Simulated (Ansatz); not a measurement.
Ba (fcc (Cu type), Fm-3m) under volume change, PBEsol in the plane-wave PAW code Ansatz, scaled uniformly.

```
V (Å³/atom)  E − E(relaxed) (meV/atom)  P (GPa)
-----------  -------------------------  -------
53.245                            13.0     0.85
55.000                               ?        ?
56.755                               ?        ?
58.511                             0.0     0.00
60.266                             1.3    -0.23
62.021                             5.0    -0.45
63.777                            11.2    -0.66
```

Problem. Fill in the missing entries.

Solution. 
- 56.755, E − E(relaxed) (meV/atom): 1.3
- 56.755, P (GPa): 0.25
- 55.000, E − E(relaxed) (meV/atom): 5.5
- 55.000, P (GPa): 0.53

Problem. What does a third-order Birch–Murnaghan fit give for V₀, B₀ and B′?

Solution. V₀ = 58.48 Å³/atom, B₀ = 8.2 GPa, B′ = 2.0.

The first step of the workflow began from a Materials Project structure, measured or hypothetical; the Crystallography Open Database copy checked does not list it. It is not the phase usual at ambient conditions (space group No. 229). Symmetry was held in the PBEsol relaxation; its stability against distortions is not shown here. Scalar-relativistic: spin–orbit coupling is off unless named, which matters more the heavier the elements.

Potentials: the later of the program's two PAW sets.
